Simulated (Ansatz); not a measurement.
Input and command of a plane-wave DFT calculation in Ansatz:

```yaml
crystal:
  lattice:
    - [4.3553684842, 0.0, 0.0]
    - [0.0, 4.3553684842, 0.0]
    - [0.0, 0.0, 4.3553684842]
  atoms:
    - { symbol: Cs, position: [0.0, 0.0, 0.0] }
    - { symbol: Mn, position: [0.0, 0.5, 0.5], spin: 4.0 }
    - { symbol: Mn, position: [0.5, 0.0, 0.5], spin: 4.0 }
    - { symbol: Mn, position: [0.5, 0.5, 0.0], spin: 4.0 }
basis:
  ecutwfc: 420
kpoints:
  mp_grid: { grid: [4, 4, 4] }
hamiltonian:
  xc: pbe
scf:
  occupations: { method: gaussian, width: 0.1 }
  lower_state_search: "off"
output:
  forces: true
  stress: true
  eigenvalues: true
  populations: true
magnetization:
  spin_polarized: true
```

```bash
ansatz run input.yaml --threads 1 --pin off --max-ram 2560MiB --backend cpu --events-out ev --progress --plain --runs-dir out
```

Processor: Arm Neoverse V2, 1 thread, on a host shared with other jobs.

How long does it run, and how much memory does it take?

About 4.1 s on 1 thread of Arm Neoverse V2, on a shared host, peak memory 0.36 GiB. It solves 40 bands at 10 k points (the mesh reduced by the symmetry that the task leaves, which can be less than the crystal's) with about 1575 plane waves, in 9 SCF iterations.
